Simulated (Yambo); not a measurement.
G0W0@PBEsol for Ba$_{2}$MgWO$_{6}$ (space group Fm-3m, No. 225) in Yambo (2×2×2 mesh, 7 Ry block, plasmon pole, screening fixed), without a terminator:

| bands N in G | gap Γ → X (eV) | shift of the valence edge (eV) |
|---|---|---|
| 91 | 4.684 | 0.290 |
| 143 | 4.578 | -0.046 |
| 214 | 4.509 | -0.234 |

Extrapolate both columns to infinite N with E(N) = E∞ + A/N, test the form, and compare with the terminator.

From two points, E∞ = (N2 E2 − N1 E1)/(N2 − N1). The two largest N give 4.37 eV for the gap and -0.61 eV for the shift; the two smallest give 4.39 eV and -0.63 eV. For the gap the slopes A are 27 and 30 eV: the 1/N form holds. For the shift the slopes A are 84 and 81 eV: the 1/N form holds. With the Bruneval-Gonze terminator and 214 bands the run gives 4.46 eV and -0.46 eV, 0.09 eV and 0.15 eV from the extrapolated values: the terminator too is an estimate of the remainder. Block, mesh and the bands in W are held fixed.

Spin-orbit coupling is not included.

Geometry of the Materials Project entry, not relaxed at this level; primitive cell a = b = c = 5.8240 Å, α = β = γ = 60.00°.

A shift is the quasiparticle energy of the state minus its PBEsol energy.
